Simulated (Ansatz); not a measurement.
Cu:
```xyz
1
Lattice="0.0000 1.7895 1.7895 1.7895 0.0000 1.7895 1.7895 1.7895 0.0000" Properties=species:S:1:pos:R:3 pbc="T T T"
Cu     0.0000     0.0000     0.0000
```

Relaxed with r²SCAN.

### Question
Map the electron localisation function on the plane through (0.000, 0.000, 0.000) spanned by u = [1, 1, 0] and v = [1, -1, 0] in lattice vectors, from DFT-r²SCAN in the program Ansatz with PAW potentials.

### Answer
x is the fraction of u, y of v (the angle between them is 90°; rows are the nearest grid lines); atoms in the plane: Cu at (0.00, 0.00), Cu at (0.50, 0.50).
```
y \ x   0.000  0.0909  0.182  0.273  0.364  0.455  0.545  0.636  0.727  0.818  0.909   1.00
------  -----  ------  -----  -----  -----  -----  -----  -----  -----  -----  -----  -----
1.00    0.858   0.290  0.155  0.221  0.278  0.225  0.225  0.278  0.221  0.155  0.290  0.858
0.938   0.762   0.247  0.157  0.224  0.246  0.195  0.195  0.246  0.224  0.157  0.247  0.762
0.875   0.445   0.177  0.161  0.229  0.193  0.169  0.169  0.193  0.229  0.161  0.177  0.445
0.750   0.145   0.150  0.174  0.207  0.161  0.145  0.145  0.161  0.207  0.174  0.150  0.145
0.688   0.155   0.162  0.195  0.190  0.152  0.174  0.174  0.152  0.190  0.195  0.162  0.155
0.625   0.168   0.173  0.235  0.177  0.145  0.331  0.331  0.145  0.177  0.235  0.173  0.168
0.562   0.190   0.213  0.272  0.171  0.146  0.588  0.588  0.146  0.171  0.272  0.213  0.190
0.438   0.190   0.213  0.272  0.171  0.146  0.588  0.588  0.146  0.171  0.272  0.213  0.190
0.375   0.168   0.173  0.235  0.177  0.145  0.331  0.331  0.145  0.177  0.235  0.173  0.168
0.312   0.155   0.162  0.195  0.190  0.152  0.174  0.174  0.152  0.190  0.195  0.162  0.155
0.250   0.145   0.150  0.174  0.207  0.161  0.145  0.145  0.161  0.207  0.174  0.150  0.145
0.125   0.445   0.177  0.161  0.229  0.193  0.169  0.169  0.193  0.229  0.161  0.177  0.445
0.0625  0.762   0.247  0.157  0.224  0.246  0.195  0.195  0.246  0.224  0.157  0.247  0.762
0.000   0.858   0.290  0.155  0.221  0.278  0.225  0.225  0.278  0.221  0.155  0.290  0.858
```

The density is the valence pseudo-density with augmentation charge, so density and ELF within about 1 Å of a nucleus are not all-electron values.

Space group Fm-3m (fcc (Cu type)). Symmetry was held in the r²SCAN relaxation. No spin polarisation was allowed.

Potentials: the earlier of the program's two PAW sets.
